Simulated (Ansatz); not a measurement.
**BaZn$_{2}$Sn$_{2}$: reading a single point**

```xyz
10
Lattice="4.7158 0.0000 0.0000 0.0000 4.7158 0.0000 0.0000 0.0000 11.3923" Properties=species:S:1:pos:R:3 pbc="T T T"
Sn    0.0000    2.3579    9.8657
Sn    2.3579    0.0000    1.5266
Zn    0.0000    2.3579    6.9949
Zn    2.3579    0.0000    4.3974
Ba    0.0000    2.3579    2.8253
Ba    2.3579    0.0000    8.5670
Sn    0.0000    0.0000    5.6961
Sn    2.3579    2.3579    5.6961
Zn    0.0000    0.0000    0.0000
Zn    2.3579    2.3579    0.0000
```

The numbers come from plane-wave PAW DFT (Ansatz): r2SCAN, no spin polarisation, 500 eV, 7×7×3 Γ-centred k points, fermi-dirac occupations (width 0.1 eV). Nothing was relaxed.

Forces: The largest is on Zn3 (and as large on other atoms): 1.19 eV/Å, components (0.00, 0.00, 1.19). It makes 119° with the line to a nearest neighbour, Sn7 at 2.69 Å.
Formation energy: -0.43 eV an atom against the elements' usual phases (free molecules for gases, crystals otherwise, with no correction for O₂ or N₂), so it is bound against them; other compounds may still compete. Relaxing would lower it.
Stress: The pressure is 1.2 GPa (compression positive), so with the atoms held at these fractions the cell would first expand; the forces are large, so a full relaxation may end otherwise. The principal stresses -0.6, 2.1, 2.1 GPa differ, so its shape would change too.
At the Fermi level: It is a metal, with about 2.6 states/eV a cell as the mean within 0.25 eV of the Fermi level, mostly Sn p (67 %).
Contacts: Zn–Sn at 2.69 Å: least valence density 0.30 e/Å³ and ELF 0.43 there. Ba–Sn at 3.58 Å: least valence density 0.10 e/Å³ and ELF 0.10 there. Ba–Zn at 3.68 Å: least valence density 0.06 e/Å³ and ELF 0.06 there. These are pseudo-fields; inside the PAW spheres they differ from the all-electron ones.

Origin: a database entry at a rescaled volume.
